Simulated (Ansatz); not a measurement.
Ansatz input file:

```yaml
crystal:
  lattice:
    - [2.8870494022, 0.0, 0.0]
    - [-1.4435247011, 2.5002581243, 0.0]
    - [0.0, 0.0, 10.2414356374]
  atoms:
    - { symbol: Ta, position: [0.0, 0.0, 0.0] }
    - { symbol: Ta, position: [0.3333333333, 0.6666666667, 0.25] }
    - { symbol: Ta, position: [0.0, 0.0, 0.5] }
    - { symbol: Ta, position: [0.6666666667, 0.3333333333, 0.75] }
basis:
  ecutwfc: 500
kpoints:
  mp_grid: { grid: [18, 18, 5] }
hamiltonian:
  xc: r2scan
scf:
  occupations: { method: gaussian, width: 0.1 }
output:
  forces: true
  stress: true
  eigenvalues: true
  populations: true
relax:
  adjacent_minimum: "off"
  f_tol: 0.01
  max_steps: 45
  cell: { stress_tol: 0.05 }
```

Launched with
```bash
ansatz run input.yaml --threads 1 --pin off --max-ram 2560MiB --backend cpu --events-out ev --progress --plain --runs-dir out
```

The calculation used DFT r2SCAN, scalar-relativistic, plane waves, PAW in Ansatz 0.2.0.

From the run's log, abridged:

```
Pseudopotentials: kind: paw
Pseudopotential: Ta, paw, valence charge 13, recommended cutoff 500 eV (meta_gga)
Functional definition: r2SCAN
Crystal: 4 atoms, lattice volume = 73.926 Å³
Basis set: ecut = 500 eV, 1873 PW (Γ), exchange–correlation on 96×96×300 points (64 copies of the dense FFT grid, shifted against one another)
Bands: 32, of which v1, the nominal top of the filled ones, is band 26 counted from 1 (25 counted from 0)
Symmetry: 24 space group operations
Space group: P63/mmc (ITA 194), of the structure as read, at distance tolerance 4.2e-5 Å
k-points: 111 of 1620
Initial density: superposition of atomic densities (neutral atoms: chi_scale 0, normalization atom), corrected by the library's trained network
Initial wavefunctions: pseudopotential atomic-orbital guess
Functional: x = r2scan, c = r2scan; τ floored in thin density (d = 2e-4 eV/Å³)
SCF iter   1: F=—  HF=-39776.118987 eV  |F-HF|=—  |Δ(HF+E_count)|=         —  Δρ=7.96e-3  dr2=5.32e-2  dr2_τ=6.54e-2  ethr=1.77e-3  ⟨swp⟩=4.5  Hψ=14350  notcnv=0
SCF iter   2: F=—  HF=-39776.185449 eV  |F-HF|=—  |Δ(HF+E_count)|=   6.65e-2  Δρ=4.91e-3  dr2=6.35e-3  dr2_τ=2.14e-3  ethr=1.02e-4  ⟨swp⟩=2.2  Hψ=5820  notcnv=0  defer=1
SCF iter   3: F=—  HF=-39776.189388 eV  |F-HF|=—  |Δ(HF+E_count)|=   3.94e-3  Δρ=2.21e-3  dr2=1.83e-3  dr2_τ=2.44e-4  ethr=1.22e-5  ⟨swp⟩=2.2  Hψ=4352  notcnv=0  defer=1
SCF iter   4: F=—  HF=-39776.190350 eV  |F-HF|=—  |Δ(HF+E_count)|=   9.62e-4  Δρ=2.50e-4  dr2=5.75e-5  dr2_τ=4.95e-6  ethr=3.52e-6  ⟨swp⟩=2.0  Hψ=4561  notcnv=0  defer=1
SCF iter   5: F=—  HF=-39776.190352 eV  |F-HF|=—  |Δ(HF+E_count)|=   2.86e-6  Δρ=5.35e-5  dr2=1.72e-6  dr2_τ=2.24e-7  ethr=1.11e-7  ⟨swp⟩=2.1  Hψ=4210  notcnv=0  defer=1
SCF iter   6: F=-39776.190353 eV  HF=-39776.190353 eV  |F-HF|=2.20e-8  |Δ(HF+E_count)|=   4.29e-7  Δρ=8.16e-6  dr2=6.38e-8  dr2_τ=1.27e-8  ethr=1.92e-10  ⟨swp⟩=6.4  Hψ=17373  notcnv=0
SCF 1 converged in 6 iterations: F = -39776.190353 eV  dr2 = 6.38e-8
relax step   1: F+E_penalty+E_count = -39776.19035286 eV  Δ(F+E_penalty+E_count) = +0.000e0 eV  max|allowed force component| = 5.609e-17 eV/Å  Δτ_max = 0.0000 Å  P = +0.874 GPa  Ω = 73.926 Å³  (6 SCF iters, dr2 threshold 1.00e-7 eV, accepted)
Crystal: 4 atoms, lattice volume = 74.006 Å³
Basis set: ecut = 500 eV, 1919 PW (Γ), exchange–correlation on 96×96×300 points (64 copies of the dense FFT grid, shifted against one another)
Initial density: handed on by an earlier stage of this run
Initial wavefunctions: those handed on with the density
SCF iter   1: F=—  HF=-39776.061941 eV  |F-HF|=—  |Δ(HF+E_count)|=         —  Δρ=1.05e-2  dr2=8.03e-2  dr2_τ=1.94e-1  ethr=1.53e-4  ⟨swp⟩=1.1  Hψ=22521  notcnv=0
SCF iter   2: F=—  HF=-39776.219915 eV  |F-HF|=—  |Δ(HF+E_count)|=   1.58e-1  Δρ=4.69e-3  dr2=1.18e-2  dr2_τ=1.15e-3  ethr=1.53e-4  ⟨swp⟩=2.2  Hψ=6695  notcnv=0
SCF iter   3: F=—  HF=-39776.222214 eV  |F-HF|=—  |Δ(HF+E_count)|=   2.30e-3  Δρ=2.04e-3  dr2=2.65e-3  dr2_τ=1.16e-4  ethr=2.27e-5  ⟨swp⟩=1.9  Hψ=4187  notcnv=0
SCF iter   4: F=—  HF=-39776.222341 eV  |F-HF|=—  |Δ(HF+E_count)|=   1.27e-4  Δρ=2.75e-4  dr2=4.58e-5  dr2_τ=2.23e-6  ethr=5.09e-6  ⟨swp⟩=2.1  Hψ=4703  notcnv=0
SCF iter   5: F=—  HF=-39776.222360 eV  |F-HF|=—  |Δ(HF+E_count)|=   1.93e-5  Δρ=7.13e-5  dr2=6.31e-6  dr2_τ=5.39e-7  ethr=8.82e-8  ⟨swp⟩=2.6  Hψ=6172  notcnv=0
SCF iter   6: F=—  HF=-39776.222360 eV  |F-HF|=—  |Δ(HF+E_count)|=   2.10e-7  Δρ=3.74e-5  dr2=1.49e-6  dr2_τ=1.23e-7  ethr=1.21e-8  ⟨swp⟩=2.0  Hψ=4236  notcnv=0
SCF iter   7: F=-39776.222360 eV  HF=-39776.222360 eV  |F-HF|=1.17e-7  |Δ(HF+E_count)|=   1.33e-7  Δρ=2.00e-5  dr2=3.46e-7  dr2_τ=9.00e-9  ethr=7.69e-10  ⟨swp⟩=6.0  Hψ=13276  notcnv=0
SCF 2 converged in 7 iterations: F = -39776.222360 eV  dr2 = 3.46e-7
relax step   2: F+E_penalty+E_count = -39776.22235997 eV  Δ(F+E_penalty+E_count) = -3.201e-2 eV  max|allowed force component| = 7.633e-17 eV/Å  Δτ_max = 0.0000 Å  P = +0.747 GPa  Ω = 74.006 Å³  energy of the carried Pulay correction = +6.013e-5 eV  (7 SCF iters, dr2 threshold 4.00e-7 eV, accepted)
Crystal: 4 atoms, lattice volume = 74.804 Å³
Basis set: ecut = 500 eV, 1909 PW (Γ), exchange–correlation on 96×96×300 points (64 copies of the dense FFT grid, shifted against one another)
SCF iter   1: F=—  HF=-39776.201927 eV  |F-HF|=—  |Δ(HF+E_count)|=         —  Δρ=3.93e-3  dr2=1.19e-2  dr2_τ=3.43e-2  ethr=2.22e-5  ⟨swp⟩=1.5  Hψ=20851  notcnv=0
SCF iter   2: F=—  HF=-39776.235461 eV  |F-HF|=—  |Δ(HF+E_count)|=   3.35e-2  Δρ=1.77e-3  dr2=1.40e-3  dr2_τ=2.07e-4  ethr=2.22e-5  ⟨swp⟩=2.0  Hψ=5982  notcnv=0
SCF iter   3: F=—  HF=-39776.235991 eV  |F-HF|=—  |Δ(HF+E_count)|=   5.31e-4  Δρ=8.56e-4  dr2=3.85e-4  dr2_τ=1.38e-5  ethr=2.70e-6  ⟨swp⟩=1.9  Hψ=4235  notcnv=0
SCF iter   4: F=—  HF=-39776.236066 eV  |F-HF|=—  |Δ(HF+E_count)|=   7.41e-5  Δρ=1.01e-4  dr2=4.07e-6  dr2_τ=4.68e-7  ethr=7.40e-7  ⟨swp⟩=2.0  Hψ=4639  notcnv=0
SCF iter   5: F=—  HF=-39776.236068 eV  |F-HF|=—  |Δ(HF+E_count)|=   2.48e-6  Δρ=2.74e-5  dr2=1.03e-6  dr2_τ=1.25e-7  ethr=7.69e-10  ⟨swp⟩=7.8  Hψ=16926  notcnv=0
SCF iter   6: F=-39776.236068 eV  HF=-39776.236068 eV  |F-HF|=1.04e-7  |Δ(HF+E_count)|=   3.89e-9  Δρ=1.22e-5  dr2=1.89e-7  dr2_τ=1.11e-8  ethr=7.69e-10  ⟨swp⟩=4.2  Hψ=10941  notcnv=0
SCF 3 converged in 6 iterations: F = -39776.236068 eV  dr2 = 1.89e-7
relax step   3: F+E_penalty+E_count = -39776.23606790 eV  Δ(F+E_penalty+E_count) = -1.371e-2 eV  max|allowed force component| = 7.980e-17 eV/Å  Δτ_max = 0.0000 Å  P = -1.449 GPa  Ω = 74.804 Å³  energy of the carried Pulay correction = -2.695e-4 eV  (6 SCF iters, dr2 threshold 4.00e-7 eV, accepted)
Crystal: 4 atoms, lattice volume = 73.969 Å³
SCF iter   1: F=—  HF=-39776.228864 eV  |F-HF|=—  |Δ(HF+E_count)|=         —  Δρ=7.21e-4  dr2=4.38e-4  dr2_τ=6.34e-3  ethr=8.64e-7  ⟨swp⟩=3.1  Hψ=21091  notcnv=0
SCF iter   2: F=—  HF=-39776.237853 eV  |F-HF|=—  |Δ(HF+E_count)|=   8.99e-3  Δρ=3.63e-4  dr2=6.71e-5  dr2_τ=1.24e-5  ethr=8.42e-7  ⟨swp⟩=2.0  Hψ=6446  notcnv=0
SCF iter   3: F=—  HF=-39776.237890 eV  |F-HF|=—  |Δ(HF+E_count)|=   3.70e-5  Δρ=1.58e-4  dr2=1.65e-5  dr2_τ=2.50e-6  ethr=1.29e-7  ⟨swp⟩=2.0  Hψ=4619  notcnv=0
SCF iter   4: F=—  HF=-39776.237891 eV  |F-HF|=—  |Δ(HF+E_count)|=   1.22e-6  Δρ=3.91e-5  dr2=1.16e-6  dr2_τ=2.43e-7  ethr=3.18e-8  ⟨swp⟩=2.0  Hψ=4654  notcnv=0
SCF iter   5: F=-39776.237891 eV  HF=-39776.237891 eV  |F-HF|=2.04e-8  |Δ(HF+E_count)|=   1.84e-7  Δρ=1.86e-5  dr2=2.19e-7  dr2_τ=1.20e-8  ethr=7.69e-10  ⟨swp⟩=5.9  Hψ=13506  notcnv=0
SCF 4 converged in 5 iterations: F = -39776.237891 eV  dr2 = 2.19e-7
relax step   4: F+E_penalty+E_count = -39776.23789139 eV  Δ(F+E_penalty+E_count) = -1.823e-3 eV  max|allowed force component| = 3.990e-17 eV/Å  Δτ_max = 0.0000 Å  P = +0.784 GPa  Ω = 73.969 Å³  energy of the carried Pulay correction = +3.585e-5 eV  (5 SCF iters, dr2 threshold 4.00e-7 eV, accepted)
Crystal: 4 atoms, lattice volume = 74.257 Å³
SCF iter   1: F=—  HF=-39776.237333 eV  |F-HF|=—  |Δ(HF+E_count)|=         —  Δρ=5.22e-4  dr2=2.18e-4  dr2_τ=1.15e-3  ethr=3.26e-7  ⟨swp⟩=3.3  Hψ=19979  notcnv=0
SCF iter   2: F=—  HF=-39776.238742 eV  |F-HF|=—  |Δ(HF+E_count)|=   1.41e-3  Δρ=2.31e-4  dr2=2.64e-5  dr2_τ=4.23e-6  ethr=3.26e-7  ⟨swp⟩=2.0  Hψ=6116  notcnv=0
SCF iter   3: F=—  HF=-39776.238751 eV  |F-HF|=—  |Δ(HF+E_count)|=   9.23e-6  Δρ=1.06e-4  dr2=6.94e-6  dr2_τ=5.29e-7  ethr=5.08e-8  ⟨swp⟩=2.0  Hψ=4614  notcnv=0
SCF iter   4: F=—  HF=-39776.238752 eV  |F-HF|=—  |Δ(HF+E_count)|=   5.39e-7  Δρ=2.61e-5  dr2=6.13e-7  dr2_τ=6.85e-8  ethr=1.33e-8  ⟨swp⟩=2.0  Hψ=4635  notcnv=0
SCF iter   5: F=-39776.238752 eV  HF=-39776.238752 eV  |F-HF|=6.55e-11  |Δ(HF+E_count)|=   2.64e-8  Δρ=1.13e-5  dr2=9.37e-8  dr2_τ=5.70e-9  ethr=7.69e-10  ⟨swp⟩=5.4  Hψ=12921  notcnv=0
SCF 5 converged in 5 iterations: F = -39776.238752 eV  dr2 = 9.37e-8
relax step   5: F+E_penalty+E_count = -39776.23875168 eV  Δ(F+E_penalty+E_count) = -8.603e-4 eV  max|allowed force component| = 4.452e-17 eV/Å  Δτ_max = 0.0000 Å  P = +0.006 GPa  Ω = 74.257 Å³  energy of the carried Pulay correction = -6.718e-5 eV  (5 SCF iters, dr2 threshold 4.00e-7 eV, accepted)
Initial wavefunctions: pseudopotential atomic-orbital guess (no wavefunctions were taken with the density)
SCF iter   1: F=—  HF=-39776.238858 eV  |F-HF|=—  |Δ(HF+E_count)|=         —  Δρ=1.38e-4  dr2=8.08e-7  dr2_τ=5.63e-6  ethr=4.01e-9  ⟨swp⟩=4.1  Hψ=26136  notcnv=0
SCF iter   2: F=—  HF=-39776.238878 eV  |F-HF|=—  |Δ(HF+E_count)|=   2.04e-5  Δρ=7.08e-5  dr2=2.52e-7  dr2_τ=1.02e-6  ethr=1.55e-9  ⟨swp⟩=2.5  Hψ=5579  notcnv=0
SCF iter   3: F=—  HF=-39776.238885 eV  |F-HF|=—  |Δ(HF+E_count)|=   7.05e-6  Δρ=4.49e-6  dr2=1.52e-8  dr2_τ=4.71e-9  ethr=4.84e-10  ⟨swp⟩=3.0  Hψ=6327  notcnv=0
SCF iter   4: F=—  HF=-39776.238885 eV  |F-HF|=—  |Δ(HF+E_count)|=   2.60e-9  Δρ=1.84e-6  dr2=1.54e-9  dr2_τ=6.23e-10  ethr=2.92e-11  ⟨swp⟩=2.0  Hψ=4572  notcnv=0
SCF iter   5: F=—  HF=-39776.238885 eV  |F-HF|=—  |Δ(HF+E_count)|=   3.17e-9  Δρ=5.45e-7  dr2=1.79e-10  dr2_τ=2.45e-11  ethr=2.95e-12  ⟨swp⟩=2.1  Hψ=4465  notcnv=0
SCF iter   6: F=-39776.238885 eV  HF=-39776.238885 eV  |F-HF|=2.18e-11  |Δ(HF+E_count)|=  6.55e-11  Δρ=1.23e-7  dr2=1.00e-11  dr2_τ=8.57e-13  ethr=1.00e-12  ⟨swp⟩=4.9  Hψ=11464  notcnv=0
SCF 6 converged in 6 iterations: F = -39776.238885 eV  dr2 = 1.00e-11
SCF converged after 6 iterations
Free energy (F): -39776.238885 eV
Harris-Foulkes:  -39776.238885 eV  (|F-HF|=2.18e-11)
Internal energy: -39776.221289 eV  (E = F + TS)
E sigma→0 (E₀):  -39776.230087 eV
Entropy (-TS):   -0.017596 eV (-4.399 meV/atom)
Fermi energy:    18.312228 eV
--- Per-component energies (eV) ---
  E_band       = -498.654124
  E_kinetic    = 1464.772762
  E_local      = -2261.984391  (includes V_loc(G=0)·N_el)
  E_nonlocal   = 58.062980
  E_hartree    = 781.274558
  E_xc         = -816.460713
  E_vxc        = -886.196457  (∫ρ·V_xc dr)
  E_paw        = -33691.003275  (= ΣΔE_a)
  E_vpaw       = -480.414876  (= ΣTr[D̂ρ^β])
  E_aug_tail   = 0.000325  (compensation charges beyond the density's cutoff)
  E_vtau       = 44.556389  (kinetic-family band-sum trace: ∫τ·v_τ [+ j·A + Jᵃ·Aᵃ] dr)
  E_ewald      = -5307.858412
  E_core_change = -3.025121  (= ΣΔE_core)
  E_smearing   = -0.017596  (= −TS)
--- Forces (eV/Å), atoms counted from 1 ---
  atom   1  Ta     0.00000000     0.00000000     0.00000000
  atom   2  Ta     0.00000000     0.00000000     0.00000000
  atom   3  Ta     0.00000000     0.00000000     0.00000000
  atom   4  Ta     0.00000000     0.00000000     0.00000000
--- Stress (GPa, compression-positive) ---
        0.016824       0.000000       0.000000
        0.000000       0.016824       0.000000
        0.000000       0.000000      -0.010702
  P = ⅓ Tr σ = 0.0076 GPa (0.076 kbar)
--- Band table (eV; the first three rows and the last of 111) ---
  k-point 0: bands = ["-51.1395", "-51.1208", "-51.0403", "-51.0213", "-17.4973", "-17.0316", "-16.9792", "-16.5370", "-16.5370", "-16.5068", "-16.5068", "-16.4797", "-16.4245", "-16.4245", "-16.3936", "-16.3936", "9.6784", "11.7338", "11.7717", "13.2855", "17.2895", "17.2968", "18.2852", "18.4277", "18.7657", "18.7657", "18.8397", "18.8397", "19.2892", "19.2892", "19.4057", "19.4057"]
  k-point 1: bands = ["-51.1380", "-51.1229", "-51.0381", "-51.0228", "-17.4740", "-17.1627", "-16.8449", "-16.5347", "-16.5347", "-16.5106", "-16.5106", "-16.5062", "-16.4207", "-16.4207", "-16.3960", "-16.3960", "9.7781", "11.1116", "12.3574", "13.2481", "17.2746", "17.4785", "18.2100", "18.2622", "18.7931", "18.7931", "18.8639", "18.8639", "19.2525", "19.2525", "19.3586", "19.3586"]
  k-point 2: bands = ["-51.1338", "-51.1281", "-51.0329", "-51.0271", "-17.4060", "-17.2990", "-16.7002", "-16.5827", "-16.5283", "-16.5283", "-16.5193", "-16.5193", "-16.4118", "-16.4118", "-16.4026", "-16.4026", "10.0693", "10.5283", "12.8261", "13.1129", "17.4795", "17.7466", "17.8656", "18.0165", "18.8595", "18.8595", "18.8987", "18.8987", "19.2031", "19.2031", "19.2563", "19.2563"]
  k-point 110: bands = ["-51.0306", "-51.0306", "-50.9500", "-50.9500", "-17.2964", "-17.2964", "-17.2308", "-17.1815", "-17.1815", "-17.1799", "-17.0515", "-17.0515", "-16.7758", "-16.7217", "-16.7154", "-16.7154", "15.4200", "15.4200", "15.8366", "15.9217", "16.0591", "16.0591", "16.2734", "16.2734", "17.6127", "17.6127", "17.6656", "17.7618", "19.9808", "19.9808", "21.1922", "21.1922"]
--- Relaxed structure (5 steps of the walk, 5 accepted, 1 SCFs on fresh bases) ---
  F+E_penalty+E_count = -39776.23888536 eV   max|allowed force component| = 4.452e-17 eV/Å   (the final SCF, on the basis selected at the relaxed cell)
  cell:  # Å, volume = 74.2570 Å³
    - [2.93465999, 0.0, 0.0]
    - [-1.46732999, 2.54149011, 0.0]
    - [0.0, 0.0, 9.95614229]
  atoms:
    - { symbol: Ta, position: [0.0, 0.0, 0.0] }
    - { symbol: Ta, position: [0.33333333, 0.66666666, 0.25] }
    - { symbol: Ta, position: [0.0, 0.0, 0.5] }
    - { symbol: Ta, position: [0.66666666, 0.33333333, 0.75] }
--- Löwdin populations: 4 sites ---
  site symbol q [e]
     0     Ta     12.8658
     1     Ta     12.8915
     2     Ta     12.8658
     3     Ta     12.8915
  spilling = 0.009335 (of n_electrons = 52.000000)
```

The relaxation met its thresholds.

The run took 6 min on 1 thread of AMD EPYC (Zen 3), with other jobs on the host, peak memory 0.73 GiB.

Spin–orbit coupling is left out, which can shift energies with elements as heavy as these.